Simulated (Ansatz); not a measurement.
RuC in space group P-6m2 (No. 187; Ru on 1a, C on 1f) at seven volumes, the program Ansatz at the PBEsol level (PAW), shape and atoms relaxed at each. One row is withheld.

```
V (Å³/atom)  P (GPa)
-----------  -------
8.768          42.97
9.057          26.18
9.346          12.04
9.635          -0.02
9.924              ?
10.213        -18.78
10.502        -26.02
```

Task: Fit the shown pressures and predict the withheld one.

Result: Third-order Birch–Murnaghan: P = (3/2)B₀(x^(7/2) − x^(5/2))[1 + (3/4)(B′ − 4)(x − 1)] with x = (V₀/V)^(2/3). Least squares on the six rows gives V₀ = 9.635 Å³/atom, B₀ = 367.5 GPa, B′ = 4.55. At V = 9.924, x = 0.9805 and P = -10.16 GPa. The run itself gave -10.21 GPa.

The cell is a constructed one: a structure type filled with these elements; neither database checked (COD, Materials Project) lists it. Whether it is the stable phase at ambient conditions was not checked. The PBEsol relaxation kept the symmetry of its start; its stability against distortions is not shown here. The run is not spin-polarised.

Potentials: the earlier of the program's two PAW sets. The files were generated under PBE; for other functionals the program regenerates the frozen cores, and for LDA and PBEsol the local potential too.
